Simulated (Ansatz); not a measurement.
**Fields on a plane of KBr (rock salt)**

```
KBr
1.0
    0.00000     3.27480     3.27480
    3.27480     0.00000     3.27480
    3.27480     3.27480     0.00000
Br K
1 1
Direct
  0.00000   0.00000   0.00000
  0.50000   0.50000   0.50000
```

The slice is a {111} plane (indices of the conventional cell) through the point (0.000, 0.000, 0.000) (fractional), spanned by u = [100] and v = [-1 2 0] in vectors of this cell: u (4.63 Å) and v (8.02 Å, at 90° to u). It covers one period; positions are fractions (u, v).

Atoms on it: Br at (0.00, 0.00); Br at (0.50, 0.50).

Calculation: PBEsol (plane waves to 420 eV, PAW, scalar-relativistic; Ansatz, an electronic-structure program). k mesh 9×9×9. Inside the PAW spheres the values are not all-electron values, and peaks at nuclei hang on which shells count as valence. KBr was relaxed with its symmetry unable to fall.

```
|%%@@@@@@##++--..  ..--++##@@@@@@|
|@@@@@@%%**==::..  ..::==**%%@@@@|
|@@@@%%##++--::      ::--++##%%@@|
|####**++==::..      ..::==++**##|
|++++==--::..          ..::--==++|
|----::::..              ..::::--|
|........  ..............  ......|
|        ..::::------::::..      |
|      ..::--==++++++==--::..    |
|    ..::==++**######**++==::..  |
|    ::--++##%%@@@@@@%%##++--::  |
|  ..::==**%%@@@@@@@@@@%%**==::..|
|  ..--++##@@@@@@%%@@@@@@##++--..|
|  ..--++##@@@@%%--%%@@@@##++--..|
|  ..--++##@@@@@@%%@@@@@@##++--..|
|  ..::==**%%@@@@@@@@@@%%**==::..|
|    ::--++##%%@@@@@@%%##++--::  |
|    ..::==++**######**++==::..  |
|      ..::--==++++++==--::..    |
|        ..::::------::::..      |
|........  ..............  ......|
|----::::..              ..::::--|
|++++==--::..          ..::--==++|
|####**++==::..      ..::==++**##|
|@@@@%%##++--::      ::--++##%%@@|
|@@@@@@%%**==::..  ..::==**%%@@@@|
|%%@@@@@@##++--..  ..--++##@@@@@@|
|--%%@@@@##++--..  ..--++##@@@@%%|
```
Scale: ten equal steps from -1.94 (start of ' ') to 0.07 (end of '@'), in the order ' .:-=+*#%@'. Values: log₁₀ of the valence density in e/Å³. The map has 16 points along u (two characters each, u = 0 at the left) and 28 along v (v = 0 in the bottom row). The scale is logarithmic, as a density can span decades between atoms and voids.

```
|xx%@@#-   -#@@%x|
|*%@@%*:   :*%@@%|
|@@@@#=.   .=#@@@|
|@@%%+:     :+%%@|
|%##+:       :+##|
|==:.         .:=|
|                |
|     .:===:.    |
|    :+##%##+:   |
|   :+%%@@@%%+:  |
|  .=#@@@@@@@#=. |
|  :*%@@%*%@@%*: |
|  -#@@%xxx%@@#- |
|  =#@@#xxx#@@#= |
|  -#@@%xxx%@@#- |
|  :*%@@%*%@@%*: |
|  .=#@@@@@@@#=. |
|   :+%%@@@%%+:  |
|    :+##%##+:   |
|     .:===:.    |
|                |
|==:.         .:=|
|%##+:       :+##|
|@@%%+:     :+%%@|
|@@@@#=.   .=#@@@|
|*%@@%*:   :*%@@%|
|xx%@@#-   -#@@%x|
|xx#@@#=   =#@@#x|
```
Scale: ten equal steps from 0.01 (start of ' ') to 0.88 (end of '@'), in the order ' .:-=+*#%@'. Values: electron localisation function (ELF). The map has 16 points along u (one character each, u = 0 at the left) and 28 along v (v = 0 in the bottom row). Points within 0.5 Å of a nucleus are blanked (x), as the pseudised field means little there.
